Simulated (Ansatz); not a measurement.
Total density of states per atom from plane-wave PAW PBE (Ansatz code), in 0.25 eV bins, energy from the Fermi level:

(E (eV), states/eV/atom): (-7.85, 0.12); (-7.60, 0.14); (-7.35, 0.15); (-7.10, 0.17); (-6.85, 0.20); (-6.60, 0.23); (-6.35, 0.27); (-6.10, 0.36); (-5.85, 0.83); (-5.60, 0.56); (-5.35, 0.29); (-5.10, 0.23); (-4.85, 0.18); (-4.60, 0.18); (-4.35, 0.33); (-4.10, 0.51); (-3.85, 0.82); (-3.60, 1.12); (-3.35, 1.23); (-3.10, 0.91); (-2.85, 0.92); (-2.60, 0.90); (-2.35, 0.52); (-2.10, 0.48); (-1.85, 1.15); (-1.60, 1.37); (-1.35, 0.81); (-1.10, 1.49); (-0.85, 1.79); (-0.60, 1.40); (-0.35, 1.11); (-0.10, 0.89); (0.15, 0.71); (0.40, 0.32); (0.65, 0.20); (0.90, 0.17); (1.15, 0.14); (1.40, 0.11); (1.65, 0.16); (1.90, 0.24); (2.15, 0.65); (2.40, 0.73); (2.65, 0.50); (2.90, 0.40); (3.15, 0.35); (3.40, 0.29); (3.65, 0.28); (3.90, 0.24); (4.15, 0.21); (4.40, 0.19); (4.65, 0.17)

Q: Which compound is it?
(A) Ce, simple cubic
(B) BeS, CsCl type
(C) AlRu, CsCl type
(D) TiAl, L1₀ or tetragonal B2

A: C, AlRu, CsCl type. Within 0.5 eV of the Fermi level: Ru 4d 84 %, Al 3p 11 %. Projections are on Löwdin-orthogonalised atomic valence shells; empty p or d shells of many metals are not among them.

Space group Pm-3m (CsCl type). The PBE relaxation kept the symmetry of its start. The run is not spin-polarised. Spin–orbit coupling is left out wherever it is not named.

Potentials: the later of the program's two PAW sets.
